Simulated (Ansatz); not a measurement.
## Two states of GdAg2

```
Ag Gd
1.0
     0.00000    0.00000    9.43222
    -3.77511    3.77511    0.00000
     1.88755    1.88755   -4.71611
Ag Gd
4 2
Direct
  0.32700 0.00000 0.00000
  0.82700 0.50000 0.00000
  0.17300 0.50000 0.00000
  0.67300 0.00000 0.00000
  0.00000 0.00000 0.00000
  0.50000 0.50000 0.00000
```

Level: r2SCAN; 500 eV; 4×4×8 Γ-centred mesh; fermi-dirac occupations (width 0.0141 eV); Ansatz 0.2.0, fixed geometry.

State A: Gd5 down, Gd6 up (collinear spin). State B: Gd5 up, Gd6 up (collinear spin).

**Question.** Which state is lower, and how do they differ?

**Answer.** State A is lower by 5.6 meV an atom at zero smearing. So small a gap isn't resolved on this mesh where a state is a metal.

```json
{"state": "A", "free energy (meV/atom)": "0.0", "largest moment in a small sphere (μB)": "7.16", "net moment (μB/cell)": "0.00", "gap on mesh (eV)": "metal", "pressure (GPa)": "-2.3", "largest force (eV/Å)": "0.04"}
{"state": "B", "free energy (meV/atom)": "5.5", "largest moment in a small sphere (μB)": "7.12", "net moment (μB/cell)": "14.65", "gap on mesh (eV)": "metal", "pressure (GPa)": "-2.3", "largest force (eV/Å)": "0.00"}
```

Origin: a database entry at a rescaled volume. Caveats: the k mesh is coarse if the cell is a metal; f shells without a U or exact exchange are poorly placed.
